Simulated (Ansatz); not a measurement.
The calculation used DFT PBE, scalar-relativistic, plane waves, PAW (Ansatz 0.2.0). Settings of the last relaxation (5-atom cell): 420 eV, 16×16×16 k points, Gaussian smearing of 0.10 eV, no spin polarisation.

Formation energies are uncorrected and count from the elements' standard states at the same level.

Q: Suggest a trial structure for a tetragonal metal that holds W and 1 more element, with a formation energy near −0.11 eV/atom and about 17 Å³ per atom, in a cell of 5 atoms. Its symmetry should be I4/mmm (No. 139).

A: Ta2W3, space group I4/mmm (No. 139). Ta is surrounded by 8 W at 2.79–2.83 Å, 1 W at 3.20 Å and 5 Ta at 3.22–3.23 Å; around W on a site of symmetry 4mm lie 4 W at 2.74 Å, 4 Ta at 2.83 Å, 1 Ta at 3.20 Å and 5 W at 3.22–3.29 Å; W on a site of symmetry 4/mmm has 8 Ta at 2.79 Å and 6 W at 3.22–3.29 Å.

```
Ta W
1.0
    -1.61224    1.61224    8.09811
     1.61224   -1.61224    8.09811
     1.61224    1.61224   -8.09811
Ta W
2 3
Direct
  0.90030 0.90030 0.00000
  0.09970 0.09970 0.00000
  0.70288 0.70288 0.00000
  0.29712 0.29712 0.00000
  0.50000 0.50000 0.00000
```

| Property | Result |
| --- | --- |
| Volume per atom | 16.84 Å³ |
| Density | 18.01 g/cm³ |
| Formation energy | −0.11 eV/atom |
| Gap on the 16×16×16 mesh of the 5-atom cell | 0 eV (a metal) |

The cell was found from a structure generator's guess, not taken from experiment. The answer needn't be unique; the calculation gave this one.

These runs have no spin–orbit coupling, which can matter for Ta and W. A later test with randomly moved atoms came back to the same energy, though modes that don't fit the test's cell weren't probed.
